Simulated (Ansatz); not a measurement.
**SnSe2: axial (c/a) deformation path**

All numbers below come from DFT PBE, scalar-relativistic, plane waves, PAW (Ansatz). Cutoff 420 eV, Γ-centred 12×12×4 k-points, Gaussian smearing of 0.05 eV. No spin polarisation. Energies are free energies at this smearing, counted from the undisturbed cell; pressure is positive in compression.

The undisturbed cell (relaxed at this level):

```yaml
crystal:
  lattice:
    - [3.87175, 0.00000, 0.00000]
    - [-1.93587, 3.35303, 0.00000]
    - [0.00000, 0.00000, 6.98802]
  atoms:
    - { symbol: Sn, position: [0.00000, 0.00000, 0.00000] }
    - { symbol: Se, position: [0.33333, 0.66667, 0.22815] }
    - { symbol: Se, position: [0.66667, 0.33333, 0.77185] }
```

The cell holds layers and no dispersion correction was added, so their binding is poorly described.

At fixed volume and fractional coordinates, lengths along (0.000, 0.000, 1.000) are scaled against those across it; ρ is that ratio over its starting value.

| ρ | ΔE (meV/atom) |
| --- | --- |
| 0.800 | 119.8 |
| 0.850 | 71.0 |
| 0.920 | 21.4 |
| 0.960 | 5.5 |
| 1.000 | 0.0 |
| 1.050 | 8.6 |
| 1.100 | 34.7 |
| 1.200 | 138.1 |
| 1.300 | 288.1 |

(1) Predict the gap on the mesh (eV) at each point.

Results:

(1)
```csv
ρ,gap on the mesh (eV)
0.800,0.04
0.850,0.00
0.920,0.75
0.960,0.85
1.000,0.70
1.050,0.50
1.100,0.29
1.200,0.00
1.300,0.00
```
Where the gap reads zero the k-mesh, chosen for the insulator, is on the coarse side.

Cost: 9 runs of about 1 core-minutes in all, on Arm Neoverse V2 (shared hosts).